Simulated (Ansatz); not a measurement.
Rocksalt BBi, 2 atoms and 18 valence electrons in a cell of about 36 Å³, was run 5 times in the PAW code Ansatz, each time on 2 threads of Arm Neoverse N1 (shared host). The times are single readings and vary with the host's load.

```tsv
run	k mesh	irreducible k	cutoff (eV)	plane waves	bands	SCF iterations	wall time	peak host memory (GiB)
relaxation, PBE	8×8×8	29	420	725	13	48	7 s	0.31
relaxation, r2SCAN	8×8×8	29	500	941	13	23	8.8 s	0.44
bands, PBE	8×8×8	29	420	725	13	6	2.1 s	0.31
single point, r2SCAN	8×8×8	29	500	941	13	7	3.7 s	0.42
single point, HSE06	6×6×6	16	420	725	13	13	28 s	1.1
```

The slowest run (single point, HSE06) took about 14 times as long as the quickest (bands, PBE).
